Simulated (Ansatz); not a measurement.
Zone-centre phonons of TePd: input and output

Theory: Ansatz 0.2.0, DFT LDA, scalar-relativistic, plane waves, PAW.

Launched with:
```bash
ansatz run input.yaml --threads 1 --pin off --max-ram 3072MiB --backend cpu --events-out ev --progress --plain --runs-dir out
```

Input (bare energies are in eV):
```yaml
crystal:
  lattice:
    - [4.1320724416, 0.0, 0.0]
    - [-2.0660362208, 3.5784797047, 0.0]
    - [0.0, 0.0, 5.5619646966]
  atoms:
    - { symbol: Te, position: [0.3333333333, 0.6666666667, 0.25] }
    - { symbol: Te, position: [0.6666666667, 0.3333333333, 0.75] }
    - { symbol: Pd, position: [0.0, 0.0, 0.0] }
    - { symbol: Pd, position: [0.0, 0.0, 0.5] }
basis:
  ecutwfc: 420
kpoints:
  mp_grid: { grid: [12, 12, 8] }
hamiltonian:
  xc: lda
scf:
  occupations: { method: fermi_dirac, width: 0.15 }
output:
  eigenvalues: true
phonons:
  method: dfpt
  eigenvectors: true
```

The end of the output:
```
--- Phonons (Γ-DFPT): 4 representative perturbations + reference, on 320 of 1152 k-points (Σ response iterations 33) ---
  k mesh reduced under 2 symmetry operations, with k and −k counted as one. Each operation leaves every solved perturbation unchanged. A smaller set is not used because it would not reduce the number of displacements ...
  ASR residual: 5.679e-4 → 0.000e0 eV/Å²; symmetrization residual: 5.790e-5 eV/Å²
  ASR residual per site (eV/Å²): 3.95e-4 3.95e-4 5.68e-4 5.68e-4
  Γ frequencies (cm⁻¹): 0.00 0.00 0.00 79.86 79.86 111.32 111.32 118.54 131.69 138.88 138.88 190.08
  non-analytic LO–TO correction: not included (Born effective charges unavailable; polar crystals: no LO–TO splitting at Γ)
```

The run took 19 min on 1 thread of Arm Neoverse V1 (shared host), peak memory 2.4 GiB.

In a metal, frequencies and elastic constants depend on the k mesh and the smearing, soft modes and shear constants most.